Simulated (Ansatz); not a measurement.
AlP (zinc blende, F-43m) under volume change, plane-wave PAW LDA (Ansatz code), scaled uniformly.

| V (Å³/atom) | E − E(relaxed) (meV/atom) | P (GPa) |
|---|---|---|
| 18.249 | 53.7 | 10.30 |
| 18.851 | 22.6 | 6.33 |
| 19.453 | 5.4 | 2.93 |
| 20.054 | 0.0 | 0.01 |
| 20.656 | 4.8 | -2.50 |
| 21.257 | 18.3 | -4.64 |
| 21.859 | 39.3 | -6.48 |

What does a third-order Birch–Murnaghan fit give for V₀, B₀ and B′?

V₀ = 20.06 Å³/atom, B₀ = 89.9 GPa, B′ = 4.1.

The LDA relaxation kept the symmetry of its start; phonons on a q-mesh show no instability.

Potentials: the later of the program's two PAW sets.
